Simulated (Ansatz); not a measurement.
CsSnBr₃ (cubic perovskite, space group No. 221) at seven volumes, PBEsol in the plane-wave PAW code Ansatz, scaled uniformly. One row is withheld.

```json
[
 {"V (Å³/atom)": "34.648", "P (GPa)": "?"},
 {"V (Å³/atom)": "35.791", "P (GPa)": "1.67"},
 {"V (Å³/atom)": "36.933", "P (GPa)": "0.80"},
 {"V (Å³/atom)": "38.075", "P (GPa)": "0.06"},
 {"V (Å³/atom)": "39.217", "P (GPa)": "-0.56"},
 {"V (Å³/atom)": "40.360", "P (GPa)": "-1.09"},
 {"V (Å³/atom)": "41.502", "P (GPa)": "-1.53"}
]
```

Fit the shown pressures and predict the withheld one.

P = (3/2)B₀(x^(7/2) − x^(5/2))[1 + (3/4)(B′ − 4)(x − 1)] with x = (V₀/V)^(2/3). Least squares on the six rows gives V₀ = 38.179 Å³/atom, B₀ = 22.3 GPa, B′ = 4.64. At V = 34.648, x = 1.0668 and P = 2.71 GPa. The run itself gave 2.70 GPa.

Space group Pm-3m (cubic perovskite). Symmetry was held in the PBEsol relaxation. Scalar-relativistic: spin–orbit coupling is off unless named, which matters more the heavier the elements.

Potentials: the later of the program's two PAW sets.
